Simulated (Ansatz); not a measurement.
A: Al (fcc, Cu type), a = b = c = 4.0406 Å, α = β = γ = 90.00°
B: Li (bcc, W type), a = 3.4352 Å, b = 3.4352 Å, c = 3.4352 Å, α = 90.00°, β = 90.00°, γ = 90.00°
C: CsI (CsCl type), a = b = c = 4.6669 Å, α = β = γ = 90.00°
D: InSb (zinc blende), a = b = c = 6.6346 Å, α = β = γ = 90.00°
E: Cu$_{2}$O (cuprite type, space group Pn-3m), a = b = c = 4.2984 Å, α = β = γ = 90.00°

Scan: energy against volume (even scaling of the relaxed cell, symmetry kept). One method and one kind of scan serve all of them; meshes and ranges differ. All were relaxed with their symmetry unable to fall. At this level the bands of InSb touch or barely overlap; measurements give the solid a gap. Cu2O is run without spin polarisation. Spin-orbit coupling is left out.

**Question.** Order them by bulk modulus (fitted) (highest first) at the level PBE (plane waves to 420 eV, PAW, scalar-relativistic; Ansatz, a quantum-chemistry and plane-wave program).

**Answer.** E (112 GPa), A (77.7 GPa), D (36.7 GPa), B (13.9 GPa), C (9.9 GPa)

(Under strain, the slope of the energy per volume gives the stress and its curvature an elastic modulus.)
